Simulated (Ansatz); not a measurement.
## Ba2CaMoO6: pressure and gap against volume

A database entry relaxed whole under r2SCAN (Fm-3m):

```
Ba Ca Mo O
1.0
     0.00000    4.19527    4.19527
     4.19527    0.00000    4.19527
     4.19527    4.19527    0.00000
Ba Ca Mo O
2 1 1 6
Direct
  0.25000 0.25000 0.25000
  0.75000 0.75000 0.75000
  0.00000 0.00000 0.00000
  0.50000 0.50000 0.50000
  0.72879 0.27121 0.27121
  0.27121 0.72879 0.27121
  0.27121 0.72879 0.72879
  0.72879 0.27121 0.72879
  0.27121 0.27121 0.72879
  0.72879 0.72879 0.27121
```

The cell was scaled uniformly, its shape held, and the atoms relaxed at each volume with plane-wave PAW DFT (Ansatz 0.2.0; r2SCAN, 500 eV, 6×6×6 Γ-centred mesh, fermi-dirac occupations of width 0.020 eV; no spin, no spin-orbit coupling). One row is withheld.

```tsv
volume (Å³/atom)	energy over the lowest (meV/atom)	pressure (GPa)	gap over mesh and path (eV)
13.882	23.2	8.88	2.601
14.177	9.9	5.58	2.567
14.472	2.4	2.64	2.534
14.768	0.0	0.02	2.502
15.063	2.1	-2.30	2.473
15.358	?	?	?
15.654	18.1	-6.21	2.419
```

Problem. Fit the pressures of the other rows to the third-order Birch-Murnaghan form.

Solution. With f = [(V₀/V)^(2/3) − 1]/2 and P = 3B₀f(1 + 2f)^(5/2)[1 + 3(B₀′ − 4)f/2], least squares gives V₀ = 14.77 Å³ an atom, B₀ = 123 GPa and B₀′ = 4.9; the rows miss the fit by less than 0.01 GPa. The slope of the energies differs from these pressures by less than 0.05 GPa.

Problem. How does the gap move with volume?

Solution. A parabola in ln(V/V₀) through the other rows has the slope dE_g/d ln V = -1.5 eV at V₀, so by B₀ the gap moves by +12 meV a GPa: it widens under pressure.

Problem. What does the withheld row hold?

Solution. The fit gives -4.37 GPa at 15.358 Å³; the run gave -4.37 GPa and 8.3 meV an atom. Its gap is 2.445 eV, against 2.445 eV from the parabola.

Caveats: the shape of the cell was held; 0 K, fixed nuclei; the symmetry was kept, and this need not be the phase that is stable at 0 K; one mesh for all volumes; r2SCAN gaps lie as a rule under measured ones; the slope of the gap can be off by tens of per cent, more where shallow d levels or spin-orbit coupling act on the edges; pressure is positive in compression.
